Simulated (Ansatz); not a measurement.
Input file for Ansatz (an electronic-structure program):

Ansatz 0.2 input:
```yaml
crystal:
  lattice:
    - [2.8787811836, 0.0, 0.0]
    - [-1.4393905918, 2.493097637, 0.0]
    - [0.0, 0.0, 13.0210005994]
  atoms:
    - { symbol: Al, position: [0.3333333333, 0.6666666667, 0.75] }
    - { symbol: Al, position: [0.6666666667, 0.3333333333, 0.25] }
    - { symbol: V, position: [0.3333333333, 0.6666666667, 0.0851059986] }
    - { symbol: V, position: [0.6666666667, 0.3333333333, 0.5851059986] }
    - { symbol: V, position: [0.6666666667, 0.3333333333, 0.9148940014] }
    - { symbol: V, position: [0.3333333333, 0.6666666667, 0.4148940014] }
    - { symbol: C, position: [0.0, 0.0, 0.0] }
    - { symbol: C, position: [0.0, 0.0, 0.5] }
kpoints:
  mp_grid: { grid: [34, 34, 7] }
hamiltonian:
  xc: pbesol
  pseudopotentials: { kind: paw }
scf:
  occupations: { method: fermi_dirac, width: 0.1 }
elastic: { mode: relaxed_ion, stencil: two_point, amplitude: 0.005, f_tol: 0.0005 }
```

Output (shortened):

```
Pseudopotential: Al, paw, valence charge 3
Pseudopotential: V, paw, valence charge 13
Pseudopotential: C, paw, valence charge 4
Functional definition: PBEsol
Crystal: 8 atoms, lattice volume = 93.453 Å³
Basis set: ecut = 420 eV, 1831 PW (Γ), exchange–correlation on 40×40×180 points (8 copies of the dense FFT grid, shifted against one another)
Bands: 41, of which v1, the nominal top of the filled ones, is band 33 counted from 1 (32 counted from 0)
Symmetry: 24 space group operations
Space group: P63/mmc (ITA 194), of the structure as read, at distance tolerance 4.5e-5 Å
k-points: 456 of 8092
the search or the solves at the SCF's close seem to have found levels that the self-consistency loop had missed (the run counts 1) …
SCF 1 converged in 12 iterations: F = -13088.294409 eV  dr2 = 1.10e-14
relax step   1: F+E_penalty+E_count = -13088.29440875 eV  Δ(F+E_penalty+E_count) = +0.000e0 eV  max|allowed force component| = 2.685e-2 eV/Å  Δτ_max = 0.0000 Å  (12 SCF iters, accepted)
Crystal: 8 atoms, lattice volume = 93.453 Å³
SCF 2 converged in 11 iterations: F = -13088.294463 eV  dr2 = 6.90e-14
relax step   2: F+E_penalty+E_count = -13088.29446250 eV  Δ(F+E_penalty+E_count) = -5.375e-5 eV  max|allowed force component| = 7.499e-3 eV/Å  Δτ_max = 0.0008 Å  (11 SCF iters, accepted)
Crystal: 8 atoms, lattice volume = 93.453 Å³
SCF 3 converged in 9 iterations: F = -13088.294467 eV  dr2 = 1.44e-14
relax step   3: F+E_penalty+E_count = -13088.29446705 eV  Δ(F+E_penalty+E_count) = -4.552e-6 eV  max|allowed force component| = 7.449e-6 eV/Å  Δτ_max = 0.0003 Å  (9 SCF iters, accepted)
Crystal: 8 atoms, lattice volume = 93.453 Å³
SCF 4 converged in 14 iterations: F = -13088.294467 eV  dr2 = 1.34e-19
Crystal: 8 atoms, lattice volume = 92.986 Å³
Basis set: ecut = 420 eV, 1819 PW (Γ), exchange–correlation on 40×40×180 points (8 copies of the dense FFT grid, shifted against one another)
Symmetry: 8 space group operations
k-points: 1228 of 8092
SCF 5 converged in 12 iterations: F = -13088.291372 eV  dr2 = 4.95e-14
relax step   1: F+E_penalty+E_count = -13088.29137237 eV  Δ(F+E_penalty+E_count) = +0.000e0 eV  max|allowed force component| = 5.264e-2 eV/Å  Δτ_max = 0.0000 Å  (12 SCF iters, accepted)
Crystal: 8 atoms, lattice volume = 92.986 Å³
SCF 6 converged in 10 iterations: F = -13088.291688 eV  dr2 = 5.28e-14
relax step   2: F+E_penalty+E_count = -13088.29168843 eV  Δ(F+E_penalty+E_count) = -3.161e-4 eV  max|allowed force component| = 4.606e-3 eV/Å  Δτ_max = 0.0051 Å  (10 SCF iters, accepted)
Crystal: 8 atoms, lattice volume = 92.986 Å³
SCF 7 converged in 8 iterations: F = -13088.291692 eV  dr2 = 2.37e-14
relax step   3: F+E_penalty+E_count = -13088.29169185 eV  Δ(F+E_penalty+E_count) = -3.415e-6 eV  max|allowed force component| = 1.362e-3 eV/Å  Δτ_max = 0.0003 Å  (8 SCF iters, accepted)
Crystal: 8 atoms, lattice volume = 92.986 Å³
SCF 8 converged in 8 iterations: F = -13088.291692 eV  dr2 = 6.03e-15
relax step   4: F+E_penalty+E_count = -13088.29169216 eV  Δ(F+E_penalty+E_count) = -3.097e-7 eV  max|allowed force component| = 1.850e-5 eV/Å  Δτ_max = 0.0001 Å  (8 SCF iters, accepted)
Crystal: 8 atoms, lattice volume = 92.986 Å³
SCF 9 converged in 14 iterations: F = -13088.291692 eV  dr2 = 5.72e-19
Crystal: 8 atoms, lattice volume = 93.920 Å³
Basis set: ecut = 420 eV, 1839 PW (Γ), exchange–correlation on 40×40×180 points (8 copies of the dense FFT grid, shifted against one another)
SCF 10 converged in 12 iterations: F = -13088.291737 eV  dr2 = 4.10e-14
relax step   1: F+E_penalty+E_count = -13088.29173654 eV  Δ(F+E_penalty+E_count) = +0.000e0 eV  max|allowed force component| = 5.094e-2 eV/Å  Δτ_max = 0.0000 Å  (12 SCF iters, accepted)
Crystal: 8 atoms, lattice volume = 93.920 Å³
SCF 11 converged in 10 iterations: F = -13088.292041 eV  dr2 = 5.71e-14
relax step   2: F+E_penalty+E_count = -13088.29204069 eV  Δ(F+E_penalty+E_count) = -3.041e-4 eV  max|allowed force component| = 1.156e-3 eV/Å  Δτ_max = 0.0051 Å  (10 SCF iters, accepted)
Crystal: 8 atoms, lattice volume = 93.920 Å³
SCF 12 converged in 8 iterations: F = -13088.292041 eV  dr2 = 1.46e-14
relax step   3: F+E_penalty+E_count = -13088.29204088 eV  Δ(F+E_penalty+E_count) = -1.912e-7 eV  max|allowed force component| = 1.059e-5 eV/Å  Δτ_max = 0.0002 Å  (8 SCF iters, accepted)
Crystal: 8 atoms, lattice volume = 93.920 Å³
SCF 13 converged in 14 iterations: F = -13088.292041 eV  dr2 = 1.10e-18
Crystal: 8 atoms, lattice volume = 92.986 Å³
SCF 14 converged in 12 iterations: F = -13088.290995 eV  dr2 = 1.72e-14
relax step   1: F+E_penalty+E_count = -13088.29099538 eV  Δ(F+E_penalty+E_count) = +0.000e0 eV  max|allowed force component| = 6.296e-2 eV/Å  Δτ_max = 0.0000 Å  (12 SCF iters, accepted)
Crystal: 8 atoms, lattice volume = 92.986 Å³
SCF 15 converged in 10 iterations: F = -13088.291310 eV  dr2 = 4.64e-14
relax step   2: F+E_penalty+E_count = -13088.29131047 eV  Δ(F+E_penalty+E_count) = -3.151e-4 eV  max|allowed force component| = 1.080e-3 eV/Å  Δτ_max = 0.0025 Å  (10 SCF iters, accepted)
Crystal: 8 atoms, lattice volume = 92.986 Å³
SCF 16 converged in 8 iterations: F = -13088.291311 eV  dr2 = 1.28e-14
relax step   3: F+E_penalty+E_count = -13088.29131056 eV  Δ(F+E_penalty+E_count) = -9.302e-8 eV  max|allowed force component| = 2.560e-6 eV/Å  Δτ_max = 0.0000 Å  (8 SCF iters, accepted)
Crystal: 8 atoms, lattice volume = 92.986 Å³
SCF 17 converged in 14 iterations: F = -13088.291311 eV  dr2 = 3.15e-18
Crystal: 8 atoms, lattice volume = 93.920 Å³
SCF 18 converged in 12 iterations: F = -13088.292333 eV  dr2 = 1.03e-14
relax step   1: F+E_penalty+E_count = -13088.29233262 eV  Δ(F+E_penalty+E_count) = +0.000e0 eV  max|allowed force component| = 6.221e-2 eV/Å  Δτ_max = 0.0000 Å  (12 SCF iters, accepted)
Crystal: 8 atoms, lattice volume = 93.920 Å³
SCF 19 converged in 10 iterations: F = -13088.292651 eV  dr2 = 4.04e-14
relax step   2: F+E_penalty+E_count = -13088.29265144 eV  Δ(F+E_penalty+E_count) = -3.188e-4 eV  max|allowed force component| = 1.981e-3 eV/Å  Δτ_max = 0.0025 Å  (10 SCF iters, accepted)
Crystal: 8 atoms, lattice volume = 93.920 Å³
SCF 20 converged in 8 iterations: F = -13088.292652 eV  dr2 = 4.86e-14
relax step   3: F+E_penalty+E_count = -13088.29265177 eV  Δ(F+E_penalty+E_count) = -3.226e-7 eV  max|allowed force component| = 4.733e-6 eV/Å  Δτ_max = 0.0001 Å  (8 SCF iters, accepted)
Crystal: 8 atoms, lattice volume = 93.920 Å³
SCF 21 converged in 14 iterations: F = -13088.292652 eV  dr2 = 4.46e-19
Crystal: 8 atoms, lattice volume = 93.452 Å³
Basis set: ecut = 420 eV, 1829 PW (Γ), exchange–correlation on 40×40×180 points (8 copies of the dense FFT grid, shifted against one another)
Symmetry: 4 space group operations
k-points: 2092 of 8092
SCF 22 converged in 10 iterations: F = -13088.293088 eV  dr2 = 2.20e-14
relax step   1: F+E_penalty+E_count = -13088.29308840 eV  Δ(F+E_penalty+E_count) = +0.000e0 eV  max|allowed force component| = 3.796e-2 eV/Å  Δτ_max = 0.0000 Å  (10 SCF iters, accepted)
Crystal: 8 atoms, lattice volume = 93.452 Å³
SCF 23 converged in 9 iterations: F = -13088.293285 eV  dr2 = 1.09e-14
relax step   2: F+E_penalty+E_count = -13088.29328453 eV  Δ(F+E_penalty+E_count) = -1.961e-4 eV  max|allowed force component| = 1.090e-2 eV/Å  Δτ_max = 0.0020 Å  (9 SCF iters, accepted)
Crystal: 8 atoms, lattice volume = 93.452 Å³
SCF 24 converged in 8 iterations: F = -13088.293302 eV  dr2 = 8.11e-14
relax step   3: F+E_penalty+E_count = -13088.29330239 eV  Δ(F+E_penalty+E_count) = -1.786e-5 eV  max|allowed force component| = 4.903e-5 eV/Å  Δτ_max = 0.0008 Å  (8 SCF iters, accepted)
Crystal: 8 atoms, lattice volume = 93.452 Å³
SCF 25 converged in 14 iterations: F = -13088.293302 eV  dr2 = 1.02e-19
Crystal: 8 atoms, lattice volume = 93.452 Å³
SCF 26 converged in 10 iterations: F = -13088.293088 eV  dr2 = 1.92e-14
relax step   1: F+E_penalty+E_count = -13088.29308840 eV  Δ(F+E_penalty+E_count) = +0.000e0 eV  max|allowed force component| = 3.796e-2 eV/Å  Δτ_max = 0.0000 Å  (10 SCF iters, accepted)
Crystal: 8 atoms, lattice volume = 93.452 Å³
SCF 27 converged in 9 iterations: F = -13088.293302 eV  dr2 = 3.95e-14
relax step   2: F+E_penalty+E_count = -13088.29330208 eV  Δ(F+E_penalty+E_count) = -2.137e-4 eV  max|allowed force component| = 1.634e-3 eV/Å  Δτ_max = 0.0029 Å  (9 SCF iters, accepted)
Crystal: 8 atoms, lattice volume = 93.452 Å³
SCF 28 converged in 8 iterations: F = -13088.293302 eV  dr2 = 3.60e-14
relax step   3: F+E_penalty+E_count = -13088.29330239 eV  Δ(F+E_penalty+E_count) = -3.049e-7 eV  max|allowed force component| = 9.963e-5 eV/Å  Δτ_max = 0.0001 Å  (8 SCF iters, accepted)
Crystal: 8 atoms, lattice volume = 93.452 Å³
SCF 29 converged in 14 iterations: F = -13088.293302 eV  dr2 = 4.31e-18
SCF converged after 14 iterations
Stability not checked: this state was not tested for a lower state beside it, because too few of the mixer's solves of this state at the end of the SCF gave a …
Free energy (F): -13088.294467 eV
Harris-Foulkes:  -13088.294467 eV  (|F-HF|=3.64e-12)
Internal energy: -13088.151414 eV  (E = F + TS)
E sigma→0 (E₀):  -13088.222940 eV
Entropy (-TS):   -0.143053 eV (-17.882 meV/atom)
Fermi energy:    14.033862 eV
--- Per-component energies (eV) ---
  E_band       = -642.693181
  E_kinetic    = 1579.617324
  E_local      = -6538.556824  (includes V_loc(G=0)·N_el)
  E_nonlocal   = -106.820321
  E_hartree    = 3037.634410
  E_xc         = -698.430844
  E_vxc        = -844.737984  (∫ρ·V_xc dr)
  E_paw        = -5443.991512  (= ΣΔE_a)
  E_vpaw       = -807.465167  (= ΣTr[D̂ρ^β])
  E_aug_tail   = 0.000972  (compensation charges beyond the density's cutoff)
  E_ewald      = -4918.283814
  E_core_change = 0.679195  (= ΣΔE_core)
  E_smearing   = -0.143053  (= −TS)
  E_closure    = 0.000000  (closes the sum)
  Σ components = -13088.294467   (vs F -13088.294467, Δ=0.00e0)
--- Forces (eV/Å), atoms counted from 1 ---
  atom   1  Al     0.00000000     0.00000000     0.00000000
  atom   2  Al     0.00000000     0.00000000     0.00000000
  atom   3  V      0.00000000     0.00000000     0.00000752
  atom   4  V      0.00000000     0.00000000     0.00000752
  atom   5  V      0.00000000     0.00000000    -0.00000752
  atom   6  V      0.00000000     0.00000000    -0.00000752
  atom   7  C      0.00000000     0.00000000     0.00000000
  atom   8  C      0.00000000     0.00000000     0.00000000
  max |Σ_I F_I| component: 4.16e-17 eV/Å
--- Stress (GPa, compression-positive) ---
        0.052192       0.000000       0.000000
        0.000000       0.052192       0.000000
        0.000000       0.000000       0.225457
  P = ⅓ Tr σ = 0.1099 GPa (1.099 kbar)
--- Band table (eV; the first three rows and the last of 456) ---
  k-point 0: bands = ["-50.0532", "-50.0531", "-49.9841", "-49.9840", "-24.2369", "-24.2345", "-23.8588", "-23.8562", "-23.8169", "-23.8169", "-23.8168", "-23.8168", "-23.7722", "-23.7722", "-23.7721", "-23.7721", "1.3818", "1.4796", "4.9346", "5.5697", …
  k-point 1: bands = ["-50.0532", "-50.0531", "-49.9841", "-49.9840", "-24.2368", "-24.2347", "-23.8587", "-23.8563", "-23.8169", "-23.8169", "-23.8168", "-23.8168", "-23.7722", "-23.7722", "-23.7721", "-23.7721", "1.3864", "1.4745", "4.9595", "5.5269", …
  k-point 2: bands = ["-50.0532", "-50.0531", "-49.9841", "-49.9840", "-24.2365", "-24.2350", "-23.8583", "-23.8567", "-23.8169", "-23.8169", "-23.8168", "-23.8168", "-23.7722", "-23.7722", "-23.7721", "-23.7721", "1.3993", "1.4602", "5.0316", "5.4174", …
  k-point 455: bands = ["-49.9573", "-49.9573", "-49.9548", "-49.9548", "-24.1584", "-24.1584", "-24.1339", "-24.1338", "-24.1288", "-24.1287", "-24.0077", "-24.0077", "-23.8936", "-23.8933", "-23.8865", "-23.8862", "3.4548", "3.4549", "8.7779", "8.7912", …
--- Elastic constants: 3 strain directions × 2 members + reference (group order 24) ---
  dense FFT box of the reference and of every strained cell: 20×20×90
  strains applied: 11, 33, 23; error gains …
  reference relaxed by the batch: 3 steps …
  largest displacement 1.1e-3 Å; the constants are those of the deck's cell at these positions:
  atoms:
    - { symbol: Al, position: [0.33333333333333337, 0.6666666666666667, 0.7500000000000001] }
    - { symbol: Al, position: [0.6666666666666667, 0.33333333333333337, 0.25] }
    - { symbol: V, position: [0.33333333333333337, 0.6666666666666667, 0.08518937687202478] }
    - { symbol: V, position: [0.6666666666666667, 0.33333333333333337, 0.5851893768720248] }
    - { symbol: V, position: [0.6666666666666667, 0.33333333333333337, 0.9148106231279752] }
    - { symbol: V, position: [0.33333333333333337, 0.6666666666666667, 0.41481062312797523] }
    - { symbol: C, position: [0.0, 0.0, 0.0] }
    - { symbol: C, position: [0.0, 0.0, 0.5] }
  C = ∂σ_k/∂η_j (tension-positive GPa; Voigt order 11 22 33 23 13 12):
       356.424     82.781    108.363      0.000      0.000      0.000
        82.781    356.424    108.363      0.000      0.000      0.000
       108.519    108.519    339.901      0.000      0.000      0.000
         0.000      0.000      0.000    158.902      0.000      0.000
         0.000      0.000      0.000      0.000    158.902      0.000
         0.000      0.000      0.000      0.000      0.000    136.822
  reference stress σ⁰ (GPa):     -0.052     -0.052     -0.225      0.000      0.000      0.000
  moduli (Voigt/Reuss/Hill, GPa): K = 183.56/183.54/183.55   G = 141.13/139.04/140.08   E = 335.02   ν = 0.196
  mechanically stable: yes (min eigenvalue of sym C = 136.82 GPa)
  strain η (Voigt 11):  stress-route row diagonal C_11 = 356.42 GPa, energy-path curvature d²(F+E_count+ΔE)/dδ²/Ω₀ = 356.41 GPa
         δ    σ_11 (GPa)             F (eV)   n_scf  n_hpsi   n_pw
    -5.000e-3      -1.8611      -13088.2916922      14  1047398   1841   relax 4 steps, max|allowed force component| 1.85e-5 eV/Å
     5.000e-3       1.7032      -13088.2920409      14  1046438   1865   relax 3 steps, max|allowed force component| 1.06e-5 eV/Å
  strain η (Voigt 33):  stress-route row diagonal C_33 = 339.90 GPa, energy-path curvature d²(F+E_count+ΔE)/dδ²/Ω₀ = 339.91 GPa
         δ    σ_33 (GPa)             F (eV)   n_scf  n_hpsi   n_pw
    -5.000e-3      -1.9462      -13088.2913106      14  388496   1840   relax 3 steps, max|allowed force component| 2.56e-6 eV/Å
     5.000e-3       1.4528      -13088.2926518      14  388557   1859   relax 3 steps, max|allowed force component| 4.73e-6 eV/Å
  strain η (Voigt 23):  stress-route row diagonal C_44 = 158.90 GPa, energy-path curvature d²(F+E_count+ΔE)/dδ²/Ω₀ = 158.99 GPa
         δ    σ_23 (GPa)             F (eV)   n_scf  n_hpsi   n_pw
    -5.000e-3      -0.7945      -13088.2933024      14  1783640   1849   relax 3 steps, max|allowed force component| 4.90e-5 eV/Å
     5.000e-3       0.7945      -13088.2933024      14  1783434   1849   relax 3 steps, max|allowed force component| 9.96e-5 eV/Å
```

Cost: very roughly 2.5 core-hours on shared cores.

Space group P6_3/mmc. The PBEsol relaxation kept the symmetry of its start. The run is not spin-polarised. As this level gives no gap, shear constants depend on the k-mesh and smearing (Fermi–Dirac, 0.1 eV here).

Potentials: the later of the program's two PAW sets.

Ansatz is a plane-wave DFT program.
